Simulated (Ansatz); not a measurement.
A generator proposed this cell of In4O.

```cif
data_structure
_symmetry_space_group_name_H-M 'P4/mmm'
_symmetry_Int_Tables_number 123
_cell_length_a 3.7013
_cell_length_b 3.7013
_cell_length_c 8.6568
_cell_angle_alpha 90.000
_cell_angle_beta 90.000
_cell_angle_gamma 90.000
_cell_volume 118.60
loop_
_atom_site_label
_atom_site_type_symbol
_atom_site_symmetry_multiplicity
_atom_site_Wyckoff_symbol
_atom_site_fract_x
_atom_site_fract_y
_atom_site_fract_z
_atom_site_occupancy
In1 In 4 i 0.00000 0.50000 0.73065 1
O1 O 1 a 0.00000 0.00000 0.00000 1
```

The calculation used Ansatz, DFT PBE, scalar-relativistic, plane waves, PAW. Cutoff 420 eV; k points 6×6×2 on the computed 5-atom cell (Γ-centred); Gaussian smearing, width 0.10 eV; no spin polarisation.

Formation energies are uncorrected and refer to the elements' standard structures at the same level (O₂ as a molecule).

Question: How far from equilibrium is it?

Answer: The pressure is 14.7 GPa (the mean over three directions, positive in compression), the largest force is 0.83 eV/Å, and the energy is +0.69 eV/atom against the elements. The shortest distance is 2.62 Å.

Question: How much does it gain on relaxing, and where does it end?

Answer: Relaxing gains about 0.81 eV/atom (the start's value is from the coarse mesh, so the gain is rough) in 21 ionic steps and ends at −0.12 eV/atom on the finer mesh. The symmetry stays P4/mmm (No. 123). The volume per atom grows by 5.8 %, from 23.7 to 25.1 Å³. The shortest distance goes from 2.62 Å (In–In) to 2.71 Å (In–O). The ratio c/a of the conventional cell changes by a factor of 0.63. Conventional cell: a = 4.396 Å, c = 6.494 Å. Around In lie 2 O at 2.71 Å and 6 In at 3.11–3.31 Å; O has 8 In at 2.71 Å.

The last run used a 10×10×6 mesh (in the run's order of axes) for its 5-atom cell and Gaussian smearing of 0.10 eV. The relaxation can't lower the symmetry of the start. Symmetry constrained the relaxation, so the result can be a saddle point. Another cell of In4O relaxed alike, in I-43m, lies 182 meV/atom lower, so this cell isn't the stable form at this level.
